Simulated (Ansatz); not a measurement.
V (bcc (W type), Im-3m) at seven volumes, DFT-PBE+D3(BJ) in the program Ansatz with PAW potentials, scaled uniformly. One row is withheld.

| V (Å³/atom) | P (GPa) |
|---|---|
| 11.683 | 22.34 |
| 12.068 | 13.81 |
| 12.454 | 6.41 |
| 12.839 | 0.00 |
| 13.224 | -5.54 |
| 13.609 | ? |
| 13.994 | -14.47 |

Question: Fit the shown pressures and predict the withheld one.

Answer: P = (3/2)B₀(x^(7/2) − x^(5/2))[1 + (3/4)(B′ − 4)(x − 1)] with x = (V₀/V)^(2/3). Least squares on the six rows gives V₀ = 12.840 Å³/atom, B₀ = 198 GPa, B′ = 3.79. At V = 13.609, x = 0.9620 and P = -10.31 GPa. The run itself gave -10.33 GPa.

Symmetry was held in the PBE+D3(BJ) relaxation. The workflow began spin-polarised and lost its moments. The pairwise dispersion correction was not fitted to metals.

Potentials: the later of the program's two PAW sets.
